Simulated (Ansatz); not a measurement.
PtW (L1₀ or tetragonal B2, P4/mmm) at seven volumes, the program Ansatz at the PBE level (PAW), shape and atoms relaxed at each. One row is withheld.

```json
[
 {"V (Å³/atom)": "14.184", "P (GPa)": "?"},
 {"V (Å³/atom)": "14.651", "P (GPa)": "21.08"},
 {"V (Å³/atom)": "15.119", "P (GPa)": "9.64"},
 {"V (Å³/atom)": "15.586", "P (GPa)": "0.00"},
 {"V (Å³/atom)": "16.054", "P (GPa)": "-8.11"},
 {"V (Å³/atom)": "16.521", "P (GPa)": "-14.92"},
 {"V (Å³/atom)": "16.989", "P (GPa)": "-20.62"}
]
```

Fit the shown pressures and predict the withheld one.

Third-order Birch–Murnaghan: P = (3/2)B₀(x^(7/2) − x^(5/2))[1 + (3/4)(B′ − 4)(x − 1)] with x = (V₀/V)^(2/3). Least squares on the six rows gives V₀ = 15.586 Å³/atom, B₀ = 294.0 GPa, B′ = 4.78. At V = 14.184, x = 1.0649 and P = 34.74 GPa. The run itself gave 34.67 GPa.

The start of the workflow was typed in or built on a structure type; neither database checked (COD, Materials Project) lists it. Whether it is the stable phase at ambient conditions was not checked. The PBE relaxation kept the symmetry of its start; its stability against distortions is not shown here. No spin polarisation was allowed. Scalar-relativistic: spin–orbit coupling is off unless named, which matters more the heavier the elements.

Potentials: the later of the program's two PAW sets.
